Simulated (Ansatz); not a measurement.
The geometry is COD entry 9012564, unchecked; take it as a test cell.

TiC: DFT, PBEsol, all-electron LAPW, scalar-relativistic (Ansatz 0.2.0).

Command: `ansatz run input.yaml --threads 1 --pin off --max-ram 3072MiB --backend cpu --events-out ev --progress --plain --runs-dir out` The run took 22 s on 1 thread of Arm Neoverse V1, on a shared host, peak memory 0.42 GiB.

```yaml
crystal:
  lattice:
    - [0.0, 2.164, 2.164]
    - [2.164, 0.0, 2.164]
    - [2.164, 2.164, 0.0]
  atoms:
    - { symbol: Ti, position: [0.0, 0.0, 0.0] }
    - { symbol: C, position: [0.5, 0.5, 0.5] }
kpoints:
  mp_grid: { grid: [14, 14, 14] }
  band_path:
    path:
      - [0.0, 0.0, 0.0]
      - [0.5, 0.0, 0.5]
      - [0.625, 0.25, 0.625]
      - [0.375, 0.375, 0.75]
      - [0.0, 0.0, 0.0]
      - [0.5, 0.5, 0.5]
      - [0.5, 0.25, 0.75]
      - [0.5, 0.0, 0.5]
    npoints: 14
scf:
  occupations: { method: fermi_dirac, width: 0.03 }
hamiltonian:
  xc: pbesol
  pseudopotentials: { kind: all_electron, lapw: { basis_error: 0.00025 } }
output:
  forces: true
  stress: true
  eigenvalues: true
  populations: true
  dos: { projected: true, de: 0.2, e_range: [-14, 8] }
```

Output:

```
Ti: projections on atomic orbitals take those of the free atom 1s2 2s2 2p6 3s2 3p6 3d2 4s2, of charge +0.00 (hamiltonian.pseudopotentials.projection_atoms)
C: projections on atomic orbitals take those of the free atom 1s2 2s2 2p2, of charge +0.00 (hamiltonian.pseudopotentials.projection_atoms)
LAPW: plane waves up to 9.775 Å⁻¹, error target 2.5e-4 eV per atom; small_component_spin mean_spin; C in spheres of 0.946 Å, 6 of its electrons in bands, Dirac shells []; Ti in spheres of 1.218 Å, 18 of its electrons in bands, Dirac shells []
Engine: ansatz 0.2.0
Pseudopotentials: kind: all_electron
Pseudopotential: Ti, LAPW, valence charge 18, Koelling and Harmon's equation, gaussian nucleus
Pseudopotential: C, LAPW, valence charge 6, Koelling and Harmon's equation, gaussian nucleus
Functional definition: PBEsol
  exchange = pbesol_x
  correlation = pbesol_c
Crystal: 2 atoms, lattice volume = 20.268 Å³
Basis set: ecut = 364.0341813092615 eV, 331 PW (Γ), exchange–correlation at level 2
Bands: 16, of which v1, the nominal top of the filled ones, is band 12 counted from 1 (11 counted from 0)
Symmetry: 48 space group operations
Space group: Fm-3m (ITA 225), of the structure as read, at distance tolerance 2.7e-5 Å
k-points: 104 of 2744
Non-local potential: Ti, projectors of the file, none
Non-local potential: C, projectors of the file, none
Initial density: superposition of atomic densities (chi_scale 0.1, normalization cell, long waves kept (reshape's long-wave potential 0.00 eV rms))
Initial wavefunctions: plane waves of lowest kinetic energy (no species holds an atomic orbital)
Functional: x = pbesol(κ = 0.804, μ = 0.12345679012345678), c = pbesol(β = 0.046)
iter 1 solved again at ethr=2.47e-2 eV; its pass at ethr=1.00e-1 eV (dr2=5.94e0 eV) is discarded
SCF iter   1: F=—  HF=-24244.229943 eV  |F-HF|=—  |Δ(HF+E_count)|=         —  Δρ=1.54e-1  dr2=5.93e0  ethr=2.47e-2  ⟨swp⟩=2.0  Hψ=10403  notcnv=0
preconditioner: auto → none  [insulator: Δε(μ)=0.076 eV  Ē_g=20.529 eV  σ=0.030 eV  W_gap=0.56  n_scr=8 (ndim 8)  ℏωp=30.9 eV  f_vac=0.000  D(μ)=0.16/eV (n_scr^D=0)  ε∞_Penn≈3.3]
SCF iter   2: F=—  HF=-24245.162700 eV  |F-HF|=—  |Δ(HF+E_count)|=   9.33e-1  Δρ=1.75e-1  dr2=7.42e0  ethr=2.47e-2  ⟨swp⟩=3.0  Hψ=5392  notcnv=0
iter 3 solved again at ethr=4.93e-4 eV; its pass at ethr=2.47e-2 eV (dr2=1.18e-1 eV) is discarded
SCF iter   3: F=—  HF=-24242.083978 eV  |F-HF|=—  |Δ(HF+E_count)|=    3.08e0  Δρ=2.59e-2  dr2=1.19e-1  ethr=4.93e-4  ⟨swp⟩=2.0  Hψ=8524  notcnv=0
SCF iter   4: F=—  HF=-24242.019562 eV  |F-HF|=—  |Δ(HF+E_count)|=         —  Δρ=9.64e-3  dr2=1.00e-2  ethr=4.93e-4  ⟨swp⟩=3.0  Hψ=5604  notcnv=0
the basis was enlarged: its passes take 199.5 KiB over the memory plan, 1 of 1 planned eigensolver slots
SCF iter   5: F=—  HF=-24242.018144 eV  |F-HF|=—  |Δ(HF+E_count)|=   1.42e-3  Δρ=3.25e-3  dr2=2.46e-3  ethr=4.18e-5  ⟨swp⟩=2.0  Hψ=5170  notcnv=0
SCF iter   6: F=—  HF=-24242.016838 eV  |F-HF|=—  |Δ(HF+E_count)|=   1.31e-3  Δρ=1.40e-3  dr2=4.18e-4  ethr=1.03e-5  ⟨swp⟩=2.0  Hψ=4758  notcnv=0
SCF iter   7: F=—  HF=-24242.016421 eV  |F-HF|=—  |Δ(HF+E_count)|=   4.18e-4  Δρ=5.34e-4  dr2=5.51e-5  ethr=1.74e-6  ⟨swp⟩=2.0  Hψ=4759  notcnv=0
SCF iter   8: F=—  HF=-24242.016337 eV  |F-HF|=—  |Δ(HF+E_count)|=   8.32e-5  Δρ=1.02e-4  dr2=1.81e-6  ethr=2.30e-7  ⟨swp⟩=2.1  Hψ=4794  notcnv=0
SCF iter   9: F=-24242.016334 eV  HF=-24242.016334 eV  |F-HF|=7.97e-8  |Δ(HF+E_count)|=   3.27e-6  Δρ=9.50e-6  dr2=1.39e-8  ethr=7.52e-9  ⟨swp⟩=3.0  Hψ=4971  notcnv=0
SCF 1 converged in 9 iterations: F = -24242.016334 eV  dr2 = 1.39e-8
NSCF: frozen V_eff on 99 k-points
SCF converged after 9 iterations
Free energy (F): -24242.016334 eV
Harris-Foulkes:  -24242.016334 eV  (|F-HF|=7.97e-8)
Internal energy: -24242.015391 eV  (E = F + TS)
E sigma→0 (E₀):  -24242.015863 eV
Entropy (-TS):   -0.000943 eV (-0.471 meV/atom)
Fermi energy:    15.057618 eV
--- Per-component energies (eV) ---
  E_band       = -3136.259774
  E_kinetic    = 24456.285979
  E_xc         = -1264.793606
  E_electrostatic = -47433.507764  (all electrons and nuclei)
  E_smearing   = -0.000943  (= −TS)
  E_closure    = 0.000000  (closes the sum)
  E_atoms      = -24223.322356  (free atoms, spherical and without spin; not in F)
  Σ components = -24242.016334   (vs F -24242.016334, Δ=0.00e0)
  Basis errors (estimates in eV, not in F): energy 7.6e-5 per atom: plane waves 6.5e-5 (3.7e-5 summed), levels above the bands 3.1e-29, relativity 5.2e-9, radial functions 1.1e-5, core shells 2.7e-7; eigenvalues (radial functions only) 9.0e-7; not estimated: angular momenta, meshes, grids; target (lapw.basis_error) 2.5e-4; muffin-tin radii C 0.946 Å, Ti 1.218 Å
--- Forces (eV/Å), atoms counted from 1 ---
  atom   1  Ti    -0.00000000     0.00000000    -0.00000000
  atom   2  C      0.00000000    -0.00000000     0.00000000
  max |Σ_I F_I| component: 2.50e-30 eV/Å
--- Stress (GPa, compression-positive) ---
       -6.200570      -0.000000       0.000000
       -0.000000      -6.200570      -0.000000
        0.000000      -0.000000      -6.200570
  P = ⅓ Tr σ = -6.2006 GPa (-62.006 kbar)
--- Band table (eV; the first three rows and the last of 104) ---
  k-point 0: bands = ["-422.6924", "-422.6924", "-422.6924", "-248.2853", "-41.2191", "-17.3572", "-17.3572", "-17.3572", "2.6790", "15.7345", "15.7345", "15.7345", "16.7692", "16.7692", "16.7692", "16.8065"]
  k-point 1: bands = ["-422.6924", "-422.6924", "-422.6924", "-248.2853", "-41.2154", "-17.3837", "-17.3596", "-17.3596", "2.7960", "15.1868", "15.4528", "15.4528", "16.0754", "16.0754", "17.0506", "17.9527"]
  k-point 2: bands = ["-422.6924", "-422.6924", "-422.6924", "-248.2853", "-41.2049", "-17.4573", "-17.3666", "-17.3666", "3.1374", "14.1351", "14.5572", "14.5572", "16.2343", "16.2343", "17.4123", "19.1809"]
  k-point 103: bands = ["-422.6924", "-422.6924", "-422.6924", "-248.2853", "-41.1177", "-17.7017", "-17.6400", "-17.5389", "5.5633", "11.7878", "12.0438", "12.4546", "17.4861", "18.1724", "18.6192", "20.0382"]
--- Löwdin populations: 2 sites ---
  site symbol       q [e]
     0     Ti     21.1682
     1      C      6.7850
  spilling = 0.001670 (of n_electrons = 28.000000)
```

populations.tsv:

```
# site	symbol	l	j	q
# orbitals = lowdin
# n_electrons = 28.000000
# spilling = 0.001670
# projection_atom_Ti: 1s2 2s2 2p6 3s2 3p6 3d2 4s2
# projection_atom_C: 1s2 2s2 2p2
0	Ti	0_1S	-	1.999963
0	Ti	0_2S	-	1.997856
0	Ti	0_3S	-	1.942359
0	Ti	0_4S	-	0.441499
0	Ti	1_2P	-	5.999966
0	Ti	1_3P	-	5.985558
0	Ti	2_3D	-	2.801023
1	C	0_1S	-	1.994997
1	C	0_2S	-	1.391171
1	C	1_2P	-	3.398847
```
